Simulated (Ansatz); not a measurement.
**Ansatz run, YBePb**

The input, for Ansatz 0.2.0 (plane waves, PAW):

```yaml
crystal:
  lattice:
    - [4.069688, 0.0, 0.0]
    - [0.0, 4.069688, 0.0]
    - [0.0, 0.0, 7.174194]
  atoms:
    - { symbol: Pb, position: [0.0, 0.5, 0.208] }
    - { symbol: Pb, position: [0.5, 0.0, 0.792] }
    - { symbol: "Y", position: [0.0, 0.5, 0.65] }
    - { symbol: "Y", position: [0.5, 0.0, 0.35] }
    - { symbol: Be, position: [0.0, 0.0, 0.0] }
    - { symbol: Be, position: [0.5, 0.5, 0.0] }
  symmetry: { tolerance: 0.0003 }
kpoints:
  mp_grid: { grid: [6, 6, 4], shift: [0, 0, 0] }
  band_path:
    path:
      - [0.0, 0.0, 0.0]
      - [0.0, 0.5, 0.0]
      - [0.5, 0.5, 0.0]
      - [0.0, 0.0, 0.0]
      - [0.0, 0.0, 0.5]
      - [0.0, 0.5, 0.5]
      - [0.5, 0.5, 0.5]
      - [0.0, 0.0, 0.5]
      - [0.0, 0.5, 0.0]
      - [0.0, 0.5, 0.5]
      - [0.5, 0.5, 0.0]
    npoints: 6
magnetization:
  spin_polarized: false
scf:
  occupations: { method: methfessel_paxton, width: 0.1803 }
  lower_state_search: "off"
  max_iter: 200
hamiltonian:
  pseudopotentials: { kind: paw }
  xc: r2scan
basis:
  ecutwfc: 500
  fft_grid_basis: typed
output:
  forces: true
  stress: true
  eigenvalues: true
  bader: true
  populations: true
  elf: true
  write_potential: true
  volumetric_format: npy
  dos:
    e_range: [-12, 8]
    de: 0.05
    projected: { site_lists: { Be: [Be], Pb: [Pb], "Y": ["Y"] } }
checkpoint:
  read: saved_state
```

The run starts from an earlier solution of this cell. 

Output (shortened):

```
Pseudopotentials: kind: paw
Pseudopotential: Pb, paw, valence charge 14, recommended cutoff 500 eV (meta_gga), Pb.paw.azcp
Pseudopotential: Y, paw, valence charge 11, recommended cutoff 500 eV (meta_gga), Y.paw.azcp
Pseudopotential: Be, paw, valence charge 2, recommended cutoff 500 eV (meta_gga), Be.paw.azcp
Functional definition: r2SCAN
  exchange = r2scan_x(k0 = k0, k1 = k1, a1 = a1)
  correlation = r2scan_c
Crystal: 6 atoms, lattice volume = 118.822 Å³
Basis set: ecut = 500 eV, 3011 PW (Γ), exchange–correlation on 120×120×216 points (64 copies of the dense FFT grid, shifted against one another)
Bands: 33, of which v1, the nominal top of the filled ones, is band 27 counted from 1 (26 counted from 0)
Symmetry: 16 space group operations
Space group: P4/nmm (ITA 129), of the structure as read, at distance tolerance 1.5e-3 Å
k-points: 30 of 144
Initial density: read from a saved state, or passed on in memory by an earlier SCF of this step, an earlier step, the calling program or the single point that the run made first
Functional: x = r2scan, c = r2scan; τ floored in thin density (d = 2e-4 eV/Å³)
SCF iter   1: F=—  Δρ=1.87e-3  dr2=1.67e-2  dr2_τ=1.34e-3
SCF iter   2: F=—  S|Δr|=    0.00e0  Δρ=1.22e-3  dr2=7.17e-3  dr2_τ=6.00e-5
SCF iter   3: F=—  S|Δr|=    0.00e0  Δρ=2.29e-4  dr2=1.14e-4  dr2_τ=5.70e-6
SCF iter   4: F=—  S|Δr|=    0.00e0  Δρ=5.40e-5  dr2=5.61e-6  dr2_τ=2.61e-7
SCF iter   5: F=—  S|Δr|=    0.00e0  Δρ=2.16e-5  dr2=7.15e-7  dr2_τ=1.85e-8
SCF iter   6: F=—  S|Δr|=    0.00e0  Δρ=7.72e-6  dr2=1.51e-7  dr2_τ=2.57e-9
SCF iter   7: F=-31748.4968 eV  S|Δr|=    0.00e0  Δρ=3.10e-6  dr2=2.77e-8  dr2_τ=4.96e-10
Free energy (F): -31748.4968 eV
Harris-Foulkes:  -31748.4968 eV  (|F-HF|=6.80e-10)
Internal energy: -31748.5010 eV  (E = F + TS)
E sigma→0 (E₀):  -31748.4979 eV
Entropy (-TS):   0.0041 eV (0.691 meV/atom)
Fermi energy:    12.4287 eV
--- Per-component energies (eV) ---
  E_band       = -220.5230
  E_kinetic    = 1245.0954
  E_local      = -3132.2406  (includes V_loc(G=0)·N_el)
  E_nonlocal   = 808.0171
  E_hartree    = 1201.6049
  E_xc         = -791.7707
  E_vxc        = -782.4368  (∫ρ·V_xc dr)
  E_paw        = -26684.8284  (= ΣΔE_a)
  E_vpaw       = -809.8495  (= ΣTr[D̂ρ^β])
  E_aug_tail   = 0.0000  (compensation charges beyond the density's cutoff)
  E_vtau       = 47.6817  (kinetic-family band-sum trace: ∫τ·v_τ [+ j·A + Jᵃ·Aᵃ] dr)
  E_ewald      = -4395.9777
  E_core_change = 1.5990  (= ΣΔE_core)
  E_smearing   = 0.0041  (= −TS)
--- Forces (eV/Å), atoms counted from 1 ---
  atom   1  Pb     0.0000     0.0000     0.5159
  atom   2  Pb     0.0000     0.0000    -0.5159
  atom   3  Y      0.0000     0.0000     0.3253
  atom   4  Y      0.0000     0.0000    -0.3253
  atom   5  Be     0.0000     0.0000     0.0000
  atom   6  Be     0.0000     0.0000     0.0000
--- Stress (GPa, compression-positive) ---
        9.2681       0.0000       0.0000
        0.0000       9.2681       0.0000
        0.0000       0.0000       6.7970
  P = ⅓ Tr σ = 8.4444 GPa (84.444 kbar)
--- Löwdin populations: 6 sites ---
  site symbol       q [e]
     0     Pb     15.1251
     1     Pb     15.1251
     2      Y     10.8251
     3      Y     10.8251
     4     Be      0.5957
     5     Be      0.5957
  spilling = 0.0168 (of n_electrons = 54.0000)
--- Bader charges: 6 sites ---
  site symbol  charge [e]  shift [e]
     0     Pb     -2.4786     0.0007
     1     Pb     -2.4786     0.0007
     2      Y      1.2781     0.0000
     3      Y      1.2781     0.0000
     4     Be      1.2005     0.0007
     5     Be      1.2005     0.0007
```

Absolute energies hang on the potentials; compare differences alone.

Origin: a known structure type with other elements, at an estimated volume, so it need not be a known compound. Caveats: wide smearing.
